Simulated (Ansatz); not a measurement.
SiC₃, ordered on the diamond lattice with 4 atoms a cell was relaxed with r2SCAN, strained in 2 ways (changes of length per length), its atoms relaxed again with r2SCAN, and run with PBE in the plane-wave code Ansatz. The calculation is spin-unpolarised, and the structure need not be a phase that has been made.

Isotropic +0.85 % on every length. Input:
```yaml
crystal:
  lattice:
    - [2.8201700932, 0.0, 0.0]
    - [0.0, 2.8201700932, 0.0]
    - [0.0, 0.0, 4.1248089712]
  atoms:
    - { symbol: C, position: [0.5, 0.0, 0.7855225778] }
    - { symbol: C, position: [0.5, 0.5, 0.0] }
    - { symbol: C, position: [0.0, 0.5, 0.2144774222] }
    - { symbol: Si, position: [0.0, 0.0, 0.5] }
kpoints:
  mp_grid: { grid: [10, 10, 6] }
  band_path:
    path:
      - [0.0, 0.0, 0.0]
      - [0.0, 0.5, 0.0]
      - [0.5, 0.5, 0.0]
      - [0.0, 0.0, 0.5]
      - [0.0, 0.5, 0.5]
      - [0.5, 0.5, 0.5]
      - [0.4, 0.4, 0.0]
    npoints: 1
hamiltonian:
  xc: pbe
scf:
  occupations: { method: fermi_dirac, width: 0.02 }
  n_extra_bands: 5
output:
  forces: true
  stress: true
  eigenvalues: true
```

Main results, then levels in eV from the Fermi energy at the points of the path (names of the unstrained zone, bands numbered from 0):
```
Crystal: 4 atoms, lattice volume = 32.806 Å³
Basis set: ecut = 420 eV, 673 PW (Γ)
Symmetry: 8 space group operations
Space group: P-4m2 (ITA 115)
k-points: 84 of 600 (time reversal used)
Free energy (F): -1386.600775 eV
Fermi energy:    11.898105 eV
--- Forces (eV/Å), atoms counted from 1 ---
  atom   1  C       0.00000      0.00000      0.33119
  atom   2  C       0.00000      0.00000      0.00000
  atom   3  C       0.00000      0.00000    -0.33119
  atom   4  Si      0.00000      0.00000      0.00000
--- Stress (GPa, compression-positive) ---
       -3.657615       0.000000       0.000000
        0.000000      -3.657615       0.000000
        0.000000       0.000000      -3.757495
  P = ⅓ Tr σ = -3.6909 GPa (-36.909 kbar)
```
```tsv
point	band_4	band_5	band_6	band_7	band_8	band_9	band_10
Γ	-6.020	-1.386	-0.717	-0.717	1.168	2.103	4.271
X	-7.105	-6.826	-4.598	-1.556	3.885	5.127	5.278
M	-6.685	-5.907	-5.907	-4.527	0.960	0.960	1.266
Z	-5.562	-4.752	-2.154	-2.154	1.931	2.227	5.234
R	-4.484	-3.372	-2.948	-1.444	2.154	4.804	5.371
A	-7.826	-7.266	-7.266	-6.864	4.696	4.696	5.323
(0.400,0.400,0)	-7.066	-6.523	-5.578	-4.561	0.724	2.151	2.680
```

With PBE the valence top lies at Γ and the conduction bottom at Γ–M (0.80 of the way from Γ), 1.44 eV higher; the smallest vertical gap, at Γ, is 1.88 eV. With the atoms held, the mean pressure is -3.69 GPa (compression positive).

Q: Uniaxial -3.92 % along x, other directions held gives these blocks instead:
```yaml
crystal:
  lattice:
    - [2.6867817805, 0.0, 0.0]
    - [0.0, 2.7964006874, 0.0]
    - [0.0, 0.0, 4.0900436006]
  atoms:
    - { symbol: C, position: [0.5, 0.0, 0.7890873321] }
    - { symbol: C, position: [0.5, 0.5, 0.0004461992] }
    - { symbol: C, position: [0.0, 0.5, 0.2125516882] }
    - { symbol: Si, position: [0.0, 0.0, 0.4979147806] }
```
What comes out?

A:
```
Crystal: 4 atoms, lattice volume = 30.730 Å³
Basis set: ecut = 420 eV, 617 PW (Γ)
Symmetry: 4 space group operations
Space group: Pmm2 (ITA 25)
k-points: 144 of 600 (time reversal used)
Free energy (F): -1386.479112 eV
Fermi energy:    13.020718 eV
--- Forces (eV/Å), atoms counted from 1 ---
  atom   1  C       0.00000      0.00000      0.38616
  atom   2  C       0.00000      0.00000    -0.02408
  atom   3  C       0.00000      0.00000    -0.31350
  atom   4  Si      0.00000      0.00000    -0.04858
--- Stress (GPa, compression-positive) ---
       31.855995       0.000000       0.000000
        0.000000       3.898264       0.000000
        0.000000       0.000000      10.275407
  P = ⅓ Tr σ = 15.3432 GPa (153.432 kbar)
```
```tsv
point	band_4	band_5	band_6	band_7	band_8	band_9	band_10
Γ	-6.043	-1.606	-0.912	-0.420	0.978	2.707	4.314
X	-7.459	-7.429	-4.778	-1.111	4.895	5.402	5.446
M	-7.235	-6.375	-6.344	-4.802	0.491	0.935	1.044
Z	-5.677	-5.110	-2.515	-1.672	1.976	2.567	5.382
R	-4.678	-3.659	-3.103	-1.009	2.437	4.867	5.310
A	-7.929	-7.788	-7.689	-7.308	4.207	4.601	5.038
(0.400,0.400,0)	-7.654	-7.028	-6.012	-4.850	0.463	1.959	2.597
```
The PBE gap is indirect, 0.85 eV (Γ to k = (-1/2, 0.400, 0)), below the direct gap of 1.40 eV at Γ. (Strain can split the valleys, and only one was followed off the mesh: the true gap may be a little smaller.) The mean pressure at these positions is +15.34 GPa, compression counted positive.
